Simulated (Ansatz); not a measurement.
Input:

SiO$_{2}$:
```cif
data_O4Si2
_chemical_formula_sum 'Si2 O4'
_space_group_name_H-M_alt 'P42/mnm'
_space_group_IT_number 136
_space_group_name_Hall '-P 4n 2n'
_cell_length_a 4.18519
_cell_length_b 4.18519
_cell_length_c 2.66884
_cell_angle_alpha 90.000
_cell_angle_beta 90.000
_cell_angle_gamma 90.000
loop_
_atom_site_label
_atom_site_type_symbol
_atom_site_symmetry_multiplicity
_atom_site_Wyckoff_symbol
_atom_site_fract_x
_atom_site_fract_y
_atom_site_fract_z
_atom_site_occupancy
Si1 Si 2 a 0.00000 0.00000 0.00000 1
O1 O 4 f 0.30610 0.30610 0.00000 1
```

This is the r²SCAN-relaxed structure.

Question: All from the program Ansatz at the r²SCAN level (PAW), unless another level is named. Predict the HSE06 gap on the r²SCAN cell.

Answer: 7.66 eV.

Question: Give the valence-band maximum.

Answer: at Γ.

Question: Give the weight of the valence-edge state by species (Voronoi cells).

Answer: O 99 %.

Space group P4_2/mnm (rutile). This is a known high-pressure phase of the composition, computed here at zero pressure and temperature. The r²SCAN relaxation kept the symmetry of its start; of distortions, only those at the zone centre were tested.

Potentials: the later of the program's two PAW sets.
